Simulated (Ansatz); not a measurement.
Input and command of a calculation in Ansatz (plane waves; scalar-relativistic PAW potentials unless the input names others):

```yaml
crystal:
  lattice:
    - [5.4301243785, 0.0, 0.0]
    - [-2.7150621892, 4.7026256575, 0.0]
    - [0.0, 0.0, 6.4869782359]
  atoms:
    - { symbol: Bi, position: [0.3333333333, 0.6666666667, 0.25] }
    - { symbol: Bi, position: [0.6666666667, 0.3333333333, 0.75] }
    - { symbol: Te, position: [0.3333333333, 0.6666666667, 0.75] }
    - { symbol: Te, position: [0.6666666667, 0.3333333333, 0.25] }
basis:
  ecutwfc: 500
kpoints:
  mp_grid: { grid: [6, 6, 4] }
hamiltonian:
  xc: r2scan
scf:
  occupations: { method: gaussian, width: 0.1 }
output:
  forces: true
  eigenvalues: true
  stress: true
```

```bash
ansatz run input.yaml --threads 1 --pin off --max-ram 3072MiB --backend cpu --events-out ev --progress --plain --runs-dir out
```

Abridged log:
```
Pseudopotentials: kind: paw
Pseudopotential: Bi, paw, valence charge 15, recommended cutoff 500 eV (meta_gga)
Pseudopotential: Te, paw, valence charge 16, recommended cutoff 500 eV (meta_gga)
Functional definition: r2SCAN
Crystal: 4 atoms, lattice volume = 165.650 Å³
Basis set: ecut = 500 eV, 4151 PW (Γ), exchange–correlation on 160×160×192 points (64 copies of the dense FFT grid, shifted against one another)
Bands: 38, of which v1, the nominal top of the filled ones, is band 31 counted from 1 (30 counted from 0)
Symmetry: 24 space group operations
Space group: P63/mmc (ITA 194), of the structure as read, at distance tolerance 5.5e-5 Å
k-points: 21 of 144
Initial density: superposition of atomic densities (neutral atoms: chi_scale 0, normalization atom), corrected by the library's trained network
Initial wavefunctions: pseudopotential atomic-orbital guess
Functional: x = r2scan, c = r2scan; τ floored in thin density (d = 2e-4 eV/Å³)
SCF iter   1: F=—  HF=-38811.195054 eV  |F-HF|=—  |Δ(HF+E_count)|=         —  Δρ=2.74e-3  dr2=1.24e-2  dr2_τ=1.35e-3  ethr=1.77e-3  ⟨swp⟩=8.6  Hψ=3770  notcnv=0
SCF iter   2: F=—  HF=-38811.206968 eV  |F-HF|=—  |Δ(HF+E_count)|=   1.19e-2  Δρ=1.01e-3  dr2=2.73e-3  dr2_τ=2.92e-5  ethr=1.99e-5  ⟨swp⟩=2.0  Hψ=1486  notcnv=0  defer=29
SCF iter   3: F=—  HF=-38811.206571 eV  |F-HF|=—  |Δ(HF+E_count)|=   3.97e-4  Δρ=4.14e-4  dr2=2.52e-4  dr2_τ=3.82e-6  ethr=4.40e-6  ⟨swp⟩=2.0  Hψ=1209  notcnv=0  defer=29
SCF iter   4: F=—  HF=-38811.206641 eV  |F-HF|=—  |Δ(HF+E_count)|=   6.99e-5  Δρ=1.19e-4  dr2=3.81e-5  dr2_τ=7.23e-7  ethr=4.06e-7  ⟨swp⟩=2.0  Hψ=1209  notcnv=0  defer=29
SCF iter   5: F=—  HF=-38811.206682 eV  |F-HF|=—  |Δ(HF+E_count)|=   4.17e-5  Δρ=2.47e-5  dr2=1.66e-6  dr2_τ=1.67e-8  ethr=6.14e-8  ⟨swp⟩=2.0  Hψ=1209  notcnv=0  defer=29
SCF iter   6: F=—  HF=-38811.206683 eV  |F-HF|=—  |Δ(HF+E_count)|=   9.61e-7  Δρ=7.55e-6  dr2=1.40e-7  dr2_τ=1.41e-9  ethr=2.68e-9  ⟨swp⟩=3.0  Hψ=1571  notcnv=0  defer=29
SCF iter   7: F=-38811.206683 eV  HF=-38811.206683 eV  |F-HF|=3.48e-9  |Δ(HF+E_count)|=   2.99e-8  Δρ=2.31e-6  dr2=1.18e-8  dr2_τ=1.05e-10  ethr=1.61e-10  ⟨swp⟩=9.7  Hψ=3836  notcnv=0
SCF 1 converged in 7 iterations: F = -38811.206683 eV  dr2 = 1.18e-8
SCF converged after 7 iterations
Free energy (F): -38811.206683 eV
Harris-Foulkes:  -38811.206683 eV  (|F-HF|=3.48e-9)
Internal energy: -38811.184799 eV  (E = F + TS)
E sigma→0 (E₀):  -38811.195741 eV
Entropy (-TS):   -0.021885 eV (-5.471 meV/atom)
Fermi energy:    7.438956 eV
--- Forces (eV/Å), atoms counted from 1 ---
  atom   1  Bi     0.00000000     0.00000000     0.00000000
  atom   2  Bi     0.00000000     0.00000000     0.00000000
  atom   3  Te     0.00000000     0.00000000     0.00000000
  atom   4  Te     0.00000000     0.00000000     0.00000000
--- Stress (GPa, compression-positive) ---
        0.966691       0.000000       0.000000
        0.000000       0.966691       0.000000
        0.000000       0.000000      -1.296669
  P = ⅓ Tr σ = 0.2122 GPa (2.122 kbar)
```

Apart from outputs, empty bands and the relaxation, which only the reference makes, the input differs from a reference run on usual settings in kpoints.mp_grid.grid: [12, 12, 8] → [6, 6, 4]. The reference, at the same geometry, ended its own course with pressure -0.01 GPa, largest force 0.000 eV/Å, no gap on the mesh. This run converged in 7 SCF iterations with an energy at zero smearing 0.12 meV/atom below the reference's, pressure 0.21 GPa, largest force 0.000 eV/Å, no gap on the mesh. Its k mesh is looser than usual, and the result moved.

It took 14 s on 1 thread of Arm Neoverse V2, on a shared host, peak memory 0.77 GiB.